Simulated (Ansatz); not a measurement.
CaC2:
```
CELL_PARAMETERS angstrom
     -1.93307     1.93307     3.19643
      1.93307    -1.93307     3.19643
      1.93307     1.93307    -3.19643
ATOMIC_POSITIONS crystal
  Ca 0.00000 0.00000 0.00000
  C  0.59791 0.59791 0.00000
  C  0.40209 0.40209 0.00000
```

Relaxed with r²SCAN.

### Question
Which orbitals make up the states near the band edges in r²SCAN (plane waves, PAW; program Ansatz)?

### Answer
Top 1 eV of the valence band: C 2p 70 %, C 2s 20 %, outside the projected shells 5 %. Bottom 1 eV of the conduction band: C 2p 68 %, outside the projected shells 31 %. Projections are on Löwdin-orthogonalised atomic valence shells; empty p or d shells of many metals are not among them.

### Question
Tabulate the density of states.

### Answer
States/eV per cell of 3 atoms, in 0.25 eV bins, energy from the valence-band maximum.

```csv
E (eV),total,C 2p,C 2s,Ca 4s
-7.85,0.00,0.00,0.00,0.00
-7.60,0.00,0.00,0.00,0.00
-7.35,0.00,0.00,0.00,0.00
-7.10,0.00,0.00,0.00,0.00
-6.85,0.00,0.00,0.00,0.00
-6.60,0.00,0.00,0.00,0.00
-6.35,0.00,0.00,0.00,0.00
-6.10,0.00,0.00,0.00,0.00
-5.85,0.00,0.00,0.00,0.00
-5.60,0.00,0.00,0.00,0.00
-5.35,0.00,0.00,0.00,0.00
-5.10,0.00,0.00,0.00,0.00
-4.85,0.06,0.03,0.03,0.00
-4.60,0.85,0.43,0.36,0.04
-4.35,1.99,1.01,0.79,0.15
-4.10,1.72,0.88,0.69,0.11
-3.85,1.45,0.73,0.61,0.08
-3.60,1.00,0.50,0.43,0.05
-3.35,0.62,0.31,0.26,0.03
-3.10,0.33,0.20,0.08,0.03
-2.85,1.02,0.82,0.08,0.09
-2.60,1.91,1.64,0.15,0.07
-2.35,2.53,2.19,0.21,0.06
-2.10,2.06,1.85,0.11,0.04
-1.85,3.86,3.65,0.06,0.03
-1.60,3.03,2.91,0.03,0.01
-1.35,1.16,1.11,0.01,0.01
-1.10,1.96,1.62,0.17,0.09
-0.85,2.27,1.64,0.40,0.11
-0.60,2.63,1.84,0.56,0.07
-0.35,1.05,0.72,0.23,0.04
-0.10,0.48,0.32,0.10,0.02
0.15,0.00,0.00,0.00,0.00
0.40,0.00,0.00,0.00,0.00
0.65,0.00,0.00,0.00,0.00
0.90,0.00,0.00,0.00,0.00
1.15,0.00,0.00,0.00,0.00
1.40,0.00,0.00,0.00,0.00
1.65,0.01,0.01,0.00,0.00
1.90,0.12,0.09,0.00,0.00
2.15,0.20,0.14,0.00,0.00
2.40,0.27,0.18,0.00,0.00
2.65,0.33,0.22,0.00,0.00
2.90,0.40,0.27,0.00,0.00
3.15,0.48,0.32,0.01,0.00
3.40,0.58,0.38,0.01,0.00
3.65,0.74,0.48,0.01,0.00
3.90,0.80,0.49,0.01,0.00
4.15,0.91,0.51,0.01,0.00
4.40,1.05,0.55,0.01,0.00
4.65,1.16,0.59,0.01,0.00
4.90,1.27,0.61,0.02,0.00
5.15,1.44,0.67,0.02,0.00
5.40,1.33,0.63,0.01,0.00
5.65,1.39,0.65,0.01,0.00
5.90,1.85,0.92,0.02,0.01
6.15,1.96,0.88,0.03,0.04
6.40,1.84,0.64,0.03,0.06
```

Space group I4/mmm (MoSi2 or CaC2 type). The first step of the workflow began from a Materials Project structure, measured or hypothetical; the Crystallography Open Database copy checked does not list it. COD files the formula under space group No. 2. Its standing as an ambient phase is unchecked. The cell was relaxed with r²SCAN under the symmetry of its start; its stability against distortions is not shown here.

Potentials: the later of the program's two PAW sets.
